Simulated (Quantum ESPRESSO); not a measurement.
One change at a time to Ga4HfIrRe2

Calculated results; nothing here was measured. They come from Quantum ESPRESSO 7.5, a public plane-wave density functional program. Each row is one single-point run on a made-up periodic cell of eight metal atoms, with elements, volume, strain and displacements drawn at random and not relaxed, so a cell may be unstable or far from any real phase. There is no spin polarisation or spin-orbit coupling.

Settings: PBE unless stated; PseudoDojo standard norm-conserving files; Fermi-Dirac width 0.25 eV, which means electrons at about 2900 K; cutoff 1116 eV; 5 x 5 x 5 k mesh shifted half a step off Gamma. E is the free energy of the whole cell (internal energy minus TS), so a -TS column is already part of it. Stress is positive in tension, and the pressure P is minus a third of its trace.

Checks: one run of this series was repeated at a higher cutoff and on a denser mesh, which moved values by no more than 0.002 eV, 0.03 GPa and 0.003 eV/Å, and a second program with other atomic files agreed on it to 2 % rms in force and 0.5 GPa in pressure. Known limits: heavy elements are run without spin-orbit coupling, which real alloys of them have; a spin test at this wide smearing found no moment, but such smearing suppresses magnetism that the real alloy may have.

The lattice is face-centred cubic, and the cell vectors in Å are (-0.097, 4.124, 4.049); (4.117, -0.108, 4.060); (4.130, 4.149, -0.121), a volume of 143.81 Å³ in run 1. The elements on sites 1 to 8 are Re Hf Ga Ga Ir Ga Ga Re. Each later run makes one change to run 1 and keeps the rest. E is counted from run 1, and is n/a where other atomic files have another zero of energy.

| run | change | V (Å³) | P (GPa) | -TS (eV) | rms force (eV/Å) | largest change of a force component (eV/Å) | E (eV) |
|---|---|---|---|---|---|---|---|
| 1 | none | 143.81 | -15.50 | -1.505 | 0.142 | 0.000 | 0.000 |
| 2 | sites 1 and 2 exchanged | 143.81 | -16.88 | -1.388 | 0.142 | 0.257 | -0.463 |
| 3 | all lengths scaled by +1.93 % | 152.30 | -19.76 | -1.608 | 0.114 | 0.104 | 0.941 |
| 4 | LDA in place of PBE | 143.81 | -24.35 | -1.518 | 0.117 | 0.101 | n/a |
| 5 | Ag on site 4 | 143.81 | -14.58 | -1.463 | 0.167 | 0.214 | n/a |
| 6 | site 5 moved by +0.22 Å along x | 143.81 | -15.13 | -1.479 | 0.190 | 0.377 | ? |

## Worked estimate

Along the move dE = -F dx. The force on site 5 along x is 0.008 eV/Å in run 1 and 0.038 eV/Å in run 6, and the move is +0.22 Å, so the mean force times the move gives an estimate.

## Withheld value

Question: what E should run 6 give?

The estimate is -0.005 eV. The calculation gave -0.012 eV. The mean of two end points misses the curvature of the force.
